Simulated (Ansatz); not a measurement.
The start is a generated cell, TaSi2 built in the AFLOW prototype A2B_tI24_141_2e_e (as in HfGa2). The structure is fully relaxed (lattice and positions, P = 0) with PBEsol (plane waves to 420 eV, PAW, scalar-relativistic; Ansatz, a first-principles code). First-step values are on the input's coarse k-mesh.

Ansatz input (later rounds restart from its end on a renewed k-mesh):
Ansatz 0.2 input:
```yaml
crystal:
  lattice:
    - [-1.9174841, 1.9174841, 12.0593921]
    - [1.9174841, -1.9174841, 12.0593921]
    - [1.9174841, 1.9174841, -12.0593921]
  atoms:
    - { symbol: Si, position: [0.25, 0.25, 0] }
    - { symbol: Si, position: [0.5, 0, 0.5] }
    - { symbol: Si, position: [0.75, 0.75, 0] }
    - { symbol: Si, position: [0, 0.5, 0.5] }
    - { symbol: Si, position: [0.414, 0.414, 0] }
    - { symbol: Si, position: [0.336, 0.836, 0.5] }
    - { symbol: Si, position: [0.586, 0.586, 0] }
    - { symbol: Si, position: [0.164, 0.664, 0.5] }
    - { symbol: Ta, position: [0.074, 0.074, 0] }
    - { symbol: Ta, position: [0.676, 0.176, 0.5] }
    - { symbol: Ta, position: [0.926, 0.926, 0] }
    - { symbol: Ta, position: [0.824, 0.324, 0.5] }
basis: { ecutwfc: 420, ecutrho_ratio: 4, xc_grid: 2, fft_grid_basis: typed }
kpoints: { mp_grid: { grid: [7, 7, 7] } }
hamiltonian:
  xc: pbesol
  dispersion: none
  pseudopotentials: { kind: paw }
scf: { occupations: { method: fermi_dirac, width: 0.05 } }
relax: { f_tol: 0.01, max_steps: 100, cell: { stress_tol: 0.02 } }
output: { forces: true, stress: true }
```

- Largest initial force = about 0.4 eV/Å, on Si5, Si6, Si7, Si8 (atoms numbered as listed)
- Outcome = The space group stays I4₁/amd (No. 141) (the run could not lower it), with 12 atoms in the primitive cell
- Volume change = +0.4 %, from 14.78 to 14.83 Å³/atom
- Shortest distances (start → end) = The closest pairs of elements (up to four, under 3.6 Å), start → end: Si–Si 2.69 → 2.40 Å; Si–Ta 2.62 → 2.56 Å; Ta–Ta 3.12 → 3.35 Å
- Band gap at the end = no gap (metallic)
- Optimiser moves = 13

Final structure:

```cif
data_Si16Ta8
_chemical_formula_sum 'Si16 Ta8'
_space_group_name_H-M_alt 'I41/amd :1'
_space_group_IT_number 141
_space_group_name_Hall 'I 4bw 2bw -1bw'
_cell_length_a 3.51453
_cell_length_b 3.51453
_cell_length_c 28.81969
_cell_angle_alpha 90.000
_cell_angle_beta 90.000
_cell_angle_gamma 90.000
loop_
_atom_site_label
_atom_site_type_symbol
_atom_site_symmetry_multiplicity
_atom_site_Wyckoff_symbol
_atom_site_fract_x
_atom_site_fract_y
_atom_site_fract_z
_atom_site_occupancy
Si1 Si 8 e 0.00000 0.00000 0.25051 1
Si2 Si 8 e 0.00000 0.00000 0.40324 1
Ta1 Ta 8 e 0.00000 0.00000 0.07551 1
```
(The calculation used a cell of 12 atoms; values per cell refer to that cell.)

Final values are on a 15×15×15 k-mesh of the relaxed cell. No spin polarisation in the result.

The run could not lose the symmetry of its start, so the end can be a saddle point.

The relaxed structure here is a generated cell of TaSi2: the first start was made by placing the elements on the sites of a structure type, and the end was not matched to a known phase here, so it may be hypothetical. Known forms of TaSi2 include space group No. 181.
